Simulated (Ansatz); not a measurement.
## CaF$_{3}$: do energies and stresses tell the same story?

Theory: DFT PBEsol, scalar-relativistic, plane waves, PAW in Ansatz 0.2.0.

Settings: cutoff 420 eV, Γ-centred mesh 16×16×16 on the computed 4-atom cell, Gaussian smearing of 0.10 eV; collinear spin from starting moments 0 0.26 0.26 0.6 μB.

Relaxed cell: I4/mmm, a = 3.787 Å, b = 3.787 Å, c = 6.202 Å, α = 90.00°, β = 90.00°, γ = 90.00°, 4 atoms in the primitive cell. Whether it is the stable form of this composition wasn't checked.

Energies at zero smearing and pressures from the stress tensor, at volumes with shape and atoms relaxed:
```
V (Å³/atom) E − E(first) (meV/atom) P (GPa)
     10.451                     0.00     6.03
     10.784                    -8.94     2.75
     11.118                   -11.61    -0.03
     11.451                    -8.97    -2.37
     11.785                    -1.89    -4.32
```

**Question.** Check P = −dE/dV between neighbouring volumes, and get the bulk modulus from the pressures alone.

**Answer.** With 1 eV/Å³ = 160.2 GPa:
| middle V (Å³/atom) | −ΔE/ΔV (GPa) | mean P (GPa) |
| --- | --- | --- |
| 10.618 | 4.293 | 4.391 |
| 10.951 | 1.282 | 1.361 |
| 11.285 | -1.264 | -1.197 |
| 11.618 | -3.403 | -3.342 |

The two differ by 0.10 GPa at most. The mean of two end pressures misses the average over a step by about ΔV² P″/12, up to 0.04 GPa here; with that taken off 0.05 GPa remains. The stress is the derivative of the free energy, not of the energy at zero smearing, and with free energies 0.02 GPa remains. Around V = 11.118 Å³/atom, the two neighbours give B = −V ΔP/ΔV = 11.118 × 5.12 / 0.667 = 85.3 GPa, against B0 = 84.8 GPa from the Birch–Murnaghan fit of the energies.

Only this magnetic start was tried.